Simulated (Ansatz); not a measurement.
EuSn, first-principles data

EuSn:
```
CELL_PARAMETERS angstrom
      2.45186    -5.91536     0.00000
      2.45186     5.91536     0.00000
      0.00000     0.00000     4.44491
ATOMIC_POSITIONS crystal
  Eu 0.86474 0.13526 0.25000
  Eu 0.13526 0.86474 0.75000
  Sn 0.41859 0.58141 0.75000
  Sn 0.58141 0.41859 0.25000
```
The run is spin-polarised; directions of the spins, atom by atom: ↑ ↑ 0 0.

Space group Cmcm (No. 63); conventional cell a = 4.904 Å, b = 11.831 Å, c = 4.445 Å, α = 90.00°, β = 90.00°, γ = 90.00°.

Method: DFT-r²SCAN in the program Ansatz with PAW potentials. Geometry: relaxed at this level of theory. Other levels are named where they apply.

### Cell and energy

```json
{
 "volume_per_atom": "32.23 Å³",
 "density": "6.97 g/cm³",
 "Formation energy from the elements (no fitted shifts)": "-0.81 eV/atom"
}
```

### Electronic structure

```json
{
  "electronic_character": "metallic (no gap)",
  "Density of states at the Fermi level": "0.67 states/eV per atom (mean over ±0.08 eV)"
}
```

### Magnetism

```json
{
  "magnetic_order": "ferromagnetic",
  "net_moment": "3.58 μB per atom"
}
```

The workflow started from a Materials Project entry (that database holds measured and hypothetical structures alike); the Crystallography Open Database copy checked does not list it. Its standing as an ambient phase is unchecked. The r²SCAN relaxation kept the symmetry of its start; whether a distortion lowers the energy is not shown. Spin order of the final state: ferromagnetic, chosen from 2 collinear starts compared on coarse meshes (ties went to the first, and starts can fall back to one state), not a proven ground state. The 4f shell is in the valence, and the state reached may lie above the lowest one. Other orbital occupations within this spin state were not tried. No Hubbard U is applied. Axis ratios of metals converge slowly with the k-mesh, so a and c are less sure than the volume. The references are the lowest solids computed at this level, not always the standard phases. Scalar-relativistic: spin–orbit coupling is off unless named, which matters more the heavier the elements.

Potentials: the later of the program's two PAW sets.
